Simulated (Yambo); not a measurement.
Yambo run on CsMo$_{2}$AlO$_{8}$ (space group P-3m1, No. 164). The wavefunctions come from this Quantum ESPRESSO step (PBEsol, PseudoDojo standard norm-conserving files, scalar-relativistic):

```
&CONTROL
  calculation = 'nscf'
  pseudo_dir = './pseudo'
  outdir = './out'
/
&SYSTEM
  ibrav = 0
  nat = 12
  ntyp = 4
  ecutwfc = 84.0
  ecutrho = 336.0
  occupations = 'fixed'
  force_symmorphic = .true.
  nbnd = 252
/
&ELECTRONS
  conv_thr = 1.2000000000000002e-08
  diago_full_acc = .true.
  diago_thr_init = 1e-08
/
ATOMIC_SPECIES
O 15.9990 O.upf
Al 26.9815 Al.upf
Mo 95.9500 Mo.upf
Cs 132.9055 Cs.upf
CELL_PARAMETERS angstrom
  5.650320147000   0.000000000000   0.000000000000
 -2.825160074000   4.893320787000   0.000000000000
  0.000000000000   0.000000000000   8.264790000000
ATOMIC_POSITIONS crystal
O   0.333333333000   0.666666667000   0.914340000000
O   0.666666667000   0.333333333000   0.085660000000
O   0.157505000000   0.315010000000   0.635840000000
O   0.842495000000   0.684990000000   0.364160000000
O   0.684990000000   0.842495000000   0.635840000000
O   0.315010000000   0.157505000000   0.364160000000
O   0.157505000000   0.842495000000   0.635840000000
O   0.842495000000   0.157505000000   0.364160000000
Al   0.000000000000   0.000000000000   0.500000000000
Mo   0.333333333000   0.666666667000   0.702210000000
Mo   0.666666667000   0.333333333000   0.297790000000
Cs   0.000000000000   0.000000000000   0.000000000000
K_POINTS automatic
3 3 1 0 0 0
```

Yambo input:

```
rim_cut
gw0
dyson
el_el_corr
HF_and_locXC
ppa
em1d
RandQpts= 1000000
RandGvec= 1 Ry
EXXRLvcs= 84 Ry
VXCRLvcs= 336 Ry
Chimod= "HARTREE"
% BndsRnXp
 3 | 251 |
%
NGsBlkXp= 6 Ry
% LongDrXp
 1.0 | 1.0 | 1.0 |
%
PPAPntXp= 27.2114 eV
% GbndRnge
 1 | 251 |
%
GTermKind= "BG"
DysSolver= "n"
ExtendOut
% QPkrange
 1 | 1 | 44 | 45 |
 3 | 3 | 44 | 45 |
%
```

k points by index: 1 = Γ, 3 = K.

The o-*.qp file then holds:

```
#    K-point    Band    Eo [eV]    E [eV]    E-Eo [eV]    Vxc [eV]    Vnlxc [eV]    Sc|Eo [eV]    Sc|E [eV]    dSc/dw|Eo [eV]    Re(Z)    Im(Z)
#
    1    44    0.000000    -0.797148    -0.797148    -19.72798    -24.72144    3.971598    4.196316    -7.669703    0.780116    -0.001391
    1    45    3.670243    5.549236    1.878993    -18.65755    -13.37538    -2.977797    -3.403172    -6.159936    0.815411    -0.001159
    3    44    -0.294717    -1.151302    -0.856585    -19.26515    -24.34812    3.983602    4.226385    -7.711250    0.779188    -0.001487
    3    45    3.843407    5.755771    1.912364    -19.04384    -13.76314    -2.925097    -3.368336    -6.306616    0.811842    -0.001201
```
(The two width columns are left out.) Convergence of these settings isn't established.

Spin-orbit coupling is not included.

Geometry of the Materials Project entry, not relaxed at this level.
